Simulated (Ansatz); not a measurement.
**Perovskite alloy of SrTiO3 and CaTiO3 (2 of 8 Sr sites exchanged), 40 atoms**

Ansatz, PAW, plane waves. PBEsol relaxation of volume and atoms (shape held) at the single k point (¼, ¼, ¼) without its symmetry partners; single points on the relaxed atoms at the single k point (¼, ¼, ¼) without its symmetry partners, onto which points of the small cell's zone fold. Arrangement: clustered. No spin–orbit coupling unless named.

Relaxed structure:

```xyz
40
Lattice="7.7588 0.0000 0.0000 0.0000 7.7588 0.0000 0.0000 0.0000 7.7588" Properties=species:S:1:pos:R:3 pbc="T T T"
Sr    7.7010    7.7291    7.7437
Sr    7.7205    7.7326    3.8415
Sr    7.7094    3.8420    7.7455
Sr    7.7275    3.8529    3.8352
Sr    3.8643    7.7279    3.8299
Sr    3.8673    3.8552    3.8227
Ca    3.7689    7.6173    7.6482
Ca    3.7754    3.7326    7.6547
Ti    1.9192    1.9001    1.8764
Ti    1.9011    1.8876    5.7857
Ti    1.9245    5.7658    1.8823
Ti    1.9068    5.7657    5.7799
Ti    5.7698    1.9068    1.8818
Ti    5.7652    1.8864    5.8008
Ti    5.7600    5.7894    1.8886
Ti    5.7568    5.7790    5.7981
O     1.8479    2.1806    0.0195
O     2.1157    1.7852    3.9086
O     2.1998    5.6333    0.0212
O     1.8312    6.0075    3.9099
O     6.0062    1.8405    0.0299
O     5.6948    2.1069    3.9217
O     5.6608    6.0474    0.0312
O     5.9799    5.7057    3.9228
O     0.0414    1.8457    2.0925
O     0.0304    2.1316    5.7181
O     0.0416    5.9645    1.8064
O     0.0307    5.6657    6.0062
O     3.9093    2.1410    1.7903
O     3.9011    1.7533    6.0662
O     3.9090    5.7396    2.1373
O     3.9005    6.0599    5.7167
O     2.1411    0.0255    1.7313
O     1.8207    0.0145    6.0595
O     1.8561    3.9043    2.1374
O     2.1803    3.8938    5.6983
O     5.7387    0.0379    2.1184
O     6.0192    0.0267    5.7165
O     5.9709    3.9179    1.8360
O     5.6115    3.9074    6.0430
```

Task: What are the mean bond lengths by pair (pairs within 1.2 times the sum of covalent radii, less contacts 15 % beyond the pair's median; cation–cation pairs of compounds aside; long ionic contacts are cut short by that bound)?

Result: Ca–O 2.490 ± 0.030 Å (standard deviation, 12 bonds); O–Sr 2.758 ± 0.176 Å (standard deviation, 72 bonds); O–Ti 1.957 ± 0.073 Å (standard deviation, 48 bonds).

Task: What gap lies between the top filled and the lowest empty level in the single points?

Result: HSE06 4.67 eV (44 s on NVIDIA H100). Away from Γ this isn't the crystal's band gap.
